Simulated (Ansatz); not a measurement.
**Band table of S (sc type)**

```yaml
crystal:
  lattice:
    - [2.53928, 0.00000, 0.00000]
    - [0.00000, 2.53928, 0.00000]
    - [0.00000, 0.00000, 2.53928]
  atoms:
    - { symbol: S, position: [0.00000, 0.00000, 0.00000] }
```

The cell comes from a relaxation on PAW files under the same functional, begun from a prototype that needn't be the stable phase.

Computed with Ansatz 0.2.0; functional PBEsol, scalar-relativistic. Settings: a Γ-centred 16×16×16 k mesh, Fermi–Dirac smearing of 0.05 eV, no spin polarisation. Methods: LAPW: all electrons, basis error target 1 meV/atom.

Path points, in fractions of the reciprocal vectors: Γ (0.000, 0.000, 0.000), X (0.000, 0.500, 0.000), M (0.500, 0.500, 0.000), R (0.500, 0.500, 0.500). The distance column jumps between branches of the path. Levels in eV from the Fermi level; bands 5 to 9, counted from the lowest band of the run. The gap is zero, the pressure 0.04 GPa.

```
# k(1/Å) point b5 b6 b7 b8 b9
0.000 Γ -17.43 1.64 1.64 1.64 7.04
0.177 - -17.33 0.66 1.70 1.70 7.12
0.353 - -17.05 -1.27 1.89 1.89 7.35
0.530 - -16.59 -3.31 2.18 2.18 7.71
0.707 - -16.00 -5.22 2.54 2.54 8.15
0.884 - -15.32 -6.86 2.91 2.91 8.61
1.060 - -14.71 -8.06 3.19 3.19 8.97
1.237 X -14.44 -8.52 3.30 3.30 9.11
1.414 - -14.35 -8.44 2.51 3.36 9.70
1.591 - -14.07 -8.18 0.83 3.53 9.41
1.767 - -13.61 -7.78 -1.05 3.79 7.20
1.944 - -13.02 -7.26 -2.85 4.11 5.24
2.121 - -12.33 -6.71 -4.43 3.64 4.43
2.298 - -11.71 -6.24 -5.60 2.54 4.68
2.474 M -11.43 -6.06 -6.06 2.14 4.77
2.724 - -11.98 -5.85 -5.71 2.94 4.58
2.974 - -13.21 -5.24 -4.89 4.08 5.08
3.224 - -14.57 -4.24 -3.76 3.41 8.05
3.474 - -15.76 -2.87 -2.35 2.72 9.50
3.724 - -16.67 -1.18 -0.73 2.14 8.50
3.974 - -17.24 0.62 0.85 1.77 7.57
4.224 Γ -17.43 1.64 1.64 1.64 7.04
4.530 - -17.14 0.68 0.68 1.05 8.47
4.836 - -16.30 -0.90 -0.90 -0.15 11.43
5.142 - -14.94 -2.23 -2.23 -1.28 11.13
5.449 - -13.15 -3.15 -3.15 -2.13 8.58
5.755 - -11.10 -3.67 -3.67 -2.80 6.54
6.061 - -9.17 -3.88 -3.88 -3.48 5.53
6.367 R -8.23 -3.92 -3.92 -3.92 5.37
6.617 - -8.87 -4.23 -3.73 -3.44 5.30
6.867 - -10.19 -5.03 -3.14 -2.44 5.45
7.117 - -11.58 -6.06 -2.18 -1.24 6.14
7.367 - -12.79 -7.05 -0.86 0.11 7.41
7.617 - -13.69 -7.85 0.73 1.53 9.18
7.867 - -14.25 -8.35 2.40 2.77 10.33
8.117 X -14.44 -8.52 3.30 3.30 9.11
9.866 R -8.23 -3.92 -3.92 -3.92 5.37
10.043 - -8.56 -4.07 -4.07 -3.43 5.08
10.220 - -9.25 -4.46 -4.46 -2.23 4.41
10.396 - -9.97 -4.93 -4.93 -0.69 3.68
10.573 - -10.59 -5.39 -5.39 1.02 3.03
10.750 - -11.05 -5.75 -5.75 2.54 2.73
10.927 - -11.34 -5.98 -5.98 2.24 4.16
11.103 M -11.43 -6.06 -6.06 2.14 4.77
```
